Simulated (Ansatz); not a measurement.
Relaxed Ti (hcp, Mg type):

```xyz
2
Lattice="2.9391 0.0000 0.0000 -1.4696 2.5454 0.0000 0.0000 0.0000 4.6501" Properties=species:S:1:pos:R:3 pbc="T T T"
Ti     0.0000     1.6969     3.4876
Ti     1.4696     0.8485     1.1625
```

A phonon eigenvector at Γ is frozen into this cell: atom i moves by Q times the vector below, so Q is the largest atomic displacement, in Å. The cell is held. It is one choice among 2 degenerate patterns.

```csv
atom,x,y,z
Ti1,0.000,-1.000,0.000
Ti2,0.000,1.000,0.000
```

Calculation: PBE (plane waves to 420 eV, PAW, scalar-relativistic; Ansatz, a program for electronic structure). k mesh 18×18×10 (Γ-centred), Fermi-Dirac smearing 0.05 eV. With partly filled bands, energies and forces of such displacements shift with the k mesh and the smearing. Ti is run without spin polarisation. Ti was relaxed with its symmetry unable to fall.

At one point of the scan the forces (eV/Å) are:

```
atom     Fx      Fy     Fz
----  -----  ------  -----
Ti1   0.000  -0.103  0.000
Ti2   0.000   0.103  0.000
```

### Question
Which point is it?
(A) Q = -0.050 Å
(B) Q = -0.017 Å
(C) Q = -0.033 Å
(D) Q = -0.083 Å

### Answer
C, Q = -0.033 Å

(A displaced cell: forces are minus the slopes of the energy, force constants its curvatures, and phonons follow from these.)
